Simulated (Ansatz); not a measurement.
Al in space group Fd-3m (No. 227; Al on 8a, Al on 16d) at seven volumes, plane-wave PAW r²SCAN (Ansatz code), scaled uniformly. One row is withheld.

```json
[
 {"V (Å³/atom)": "15.208", "P (GPa)": "?"},
 {"V (Å³/atom)": "15.709", "P (GPa)": "5.70"},
 {"V (Å³/atom)": "16.210", "P (GPa)": "2.60"},
 {"V (Å³/atom)": "16.712", "P (GPa)": "0.00"},
 {"V (Å³/atom)": "17.213", "P (GPa)": "-2.19"},
 {"V (Å³/atom)": "17.714", "P (GPa)": "-4.05"},
 {"V (Å³/atom)": "18.216", "P (GPa)": "-5.60"}
]
```

Problem. Fit the shown pressures and predict the withheld one.

Solution. P = (3/2)B₀(x^(7/2) − x^(5/2))[1 + (3/4)(B′ − 4)(x − 1)] with x = (V₀/V)^(2/3). Least squares on the six rows gives V₀ = 16.711 Å³/atom, B₀ = 79.6 GPa, B′ = 4.72. At V = 15.208, x = 1.0648 and P = 9.38 GPa. The run itself gave 9.36 GPa.

The start of the workflow was typed in or built on a structure type; neither database checked (COD, Materials Project) lists it. It is not the phase usual at ambient conditions (space group No. 225). Symmetry was held in the r²SCAN relaxation; whether a distortion lowers the energy is not shown.

Potentials: the earlier of the program's two PAW sets.
